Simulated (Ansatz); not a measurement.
The calculation used DFT r2SCAN, scalar-relativistic, plane waves, PAW in Ansatz 0.2.0.

Plane waves to 500 eV, a k mesh through Γ of 6×6×4 on the computed 8-atom cell and Gaussian smearing (0.02 eV); no spin polarisation.

```
Ca H Cl O
1.0
     3.87046    0.00000    0.00000
    -1.93523    3.35191    0.00000
     0.00000    0.00000    9.22281
Ca H Cl O
2 2 2 2
Direct
  0.33333 0.66667 0.00095
  0.66667 0.33333 0.50080
  0.00000 0.00000 0.17254
  0.00000 0.00000 0.66721
  0.33333 0.66667 0.31579
  0.66667 0.33333 0.81043
  0.00000 0.00000 0.06687
  0.00000 0.00000 0.56901
```

(1) Is this geometry at equilibrium? Which atom feels the largest force?

(2) Give all forces and the stress.

Results:

(1) It isn't. Atom 8 (O) feels (0.00, 0.00, -3.65) eV/Å, 3.649 eV/Å in size.

(2)
```tsv
atom	Fx	Fy	Fz
Ca1	0.000	0.000	-0.030
Ca2	0.000	0.000	0.181
H3	0.000	0.000	-0.500
H4	0.000	0.000	3.513
Cl5	0.000	0.000	-0.143
Cl6	0.000	0.000	0.170
O7	0.000	0.000	0.458
O8	0.000	0.000	-3.649
```
Stress (GPa, compression positive):
```
1.77 0.00 0.00
0.00 1.77 0.00
0.00 0.00 8.29
```

Cost: 1 run of about 0.57 core-minutes, on Arm Neoverse V1 (shared hosts).